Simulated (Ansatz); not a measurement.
Calculated with Ansatz: K2LiAlF6, single run

Input:

```yaml
crystal:
  lattice:
    - [0.0, 3.946262, 3.946262]
    - [3.946262, 0.0, 3.946262]
    - [3.946262, 3.946262, 0.0]
  atoms:
    - { symbol: K, position: [0.25, 0.25, 0.25] }
    - { symbol: K, position: [0.75, 0.75, 0.75] }
    - { symbol: Li, position: [0.5, 0.5, 0.5] }
    - { symbol: Al, position: [0.0, 0.0, 0.0] }
    - { symbol: F, position: [0.7689, 0.2311, 0.2311] }
    - { symbol: F, position: [0.2311, 0.7689, 0.2311] }
    - { symbol: F, position: [0.2311, 0.7689, 0.7689] }
    - { symbol: F, position: [0.7689, 0.2311, 0.7689] }
    - { symbol: F, position: [0.2311, 0.2311, 0.7689] }
    - { symbol: F, position: [0.7689, 0.7689, 0.2311] }
  symmetry: { detect: false }
kpoints:
  mp_grid: { grid: [4, 4, 4], shift: [0, 0, 0] }
magnetization:
  spin_polarized: false
scf:
  occupations: { method: gaussian, width: 0.0159 }
hamiltonian:
  pseudopotentials: { kind: paw }
  xc: r2scan
basis:
  ecutwfc: 500
output:
  forces: true
  stress: true
  eigenvalues: true
```

The command:

```bash
ansatz run input.yaml --threads 1 --pin off --max-ram 2560MiB --backend cpu --events-out ev --progress --plain --runs-dir out
```

Origin of the cell: a database entry, scaled a little.

Output (shortened):

```
SCF iter   1: F=—  HF=-8706.329156 eV  Δρ=7.64e-3  dr2=6.49e-2  dr2_τ=2.39e-1  defer=2
SCF iter   2: F=—  HF=-8706.554909 eV  Δρ=3.71e-3  dr2=9.18e-3  dr2_τ=1.50e-3  defer=132
SCF iter   3: F=—  HF=-8706.553371 eV  Δρ=1.20e-3  dr2=1.13e-3  dr2_τ=1.66e-4  defer=24
SCF iter   4: F=—  HF=-8706.553071 eV  Δρ=2.12e-4  dr2=2.69e-5  dr2_τ=6.33e-6  defer=24
SCF iter   5: F=—  HF=-8706.553181 eV  Δρ=2.83e-5  dr2=1.08e-6  dr2_τ=7.87e-8  defer=24
SCF iter   6: F=—  HF=-8706.553181 eV  Δρ=1.20e-5  dr2=1.28e-7  dr2_τ=1.44e-8
SCF iter   7: F=-8706.553181 eV  HF=-8706.553181 eV  Δρ=4.35e-6  dr2=1.54e-8  dr2_τ=1.25e-9
SCF 1 converged in 7 iterations: F = -8706.553181 eV  dr2 = 1.54e-8
SCF converged after 7 iterations
Free energy (F): -8706.553181 eV
Harris-Foulkes:  -8706.553181 eV  (|F-HF|=9.29e-9)
Internal energy: -8706.553181 eV  (E = F + TS)
E sigma→0 (E₀):  -8706.553181 eV
Fermi energy:    5.872926 eV
--- Per-component energies (eV) ---
  E_band       = -505.954781
  E_kinetic    = 1815.765039
  E_local      = -4443.329650  (includes V_loc(G=0)·N_el)
  E_nonlocal   = 436.540276
  E_hartree    = 1610.844286
  E_xc         = -797.376323
  E_vxc        = -1126.134506  (∫ρ·V_xc dr)
  E_paw        = -3289.793103  (= ΣΔE_a)
  E_vpaw       = -487.235357  (= ΣTr[D̂ρ^β])
  E_aug_tail   = 0.005693  (compensation charges beyond the density's cutoff)
  E_vtau       = 76.741221  (kinetic-family band-sum trace: ∫τ·v_τ [+ j·A + Jᵃ·Aᵃ] dr)
  E_ewald      = -4038.568572
  E_core_change = -0.640827  (= ΣΔE_core)
  E_smearing   = -0.000000  (= −TS)
  Σ components = -8706.553181   (vs F -8706.553181, Δ=0.00e0)
--- Forces (eV/Å), atoms counted from 1 ---
  atom   1  K     -0.000000     0.000000     0.000000
  atom   2  K      0.000000     0.000000     0.000000
  atom   3  Li     0.000000    -0.000000    -0.000002
  atom   4  Al     0.000001    -0.000001    -0.000005
  atom   5  F      0.029001     0.000001     0.000003
  atom   6  F     -0.000001     0.029011     0.000003
  atom   7  F     -0.028997     0.000001     0.000003
  atom   8  F     -0.000001    -0.029015     0.000003
  atom   9  F     -0.000001     0.000001     0.029002
  atom  10  F     -0.000001     0.000001    -0.029021
  max |Σ_I F_I| component: 1.27e-5 eV/Å
--- Stress (GPa, compression-positive) ---
       -1.461992      -0.000000      -0.000000
       -0.000000      -1.461963      -0.000000
       -0.000000      -0.000000      -1.461966
  P = ⅓ Tr σ = -1.4620 GPa (-14.620 kbar)
```

Time: 48 s of wall time on 1 CPU thread(s) of a shared host, from the program's own first density.
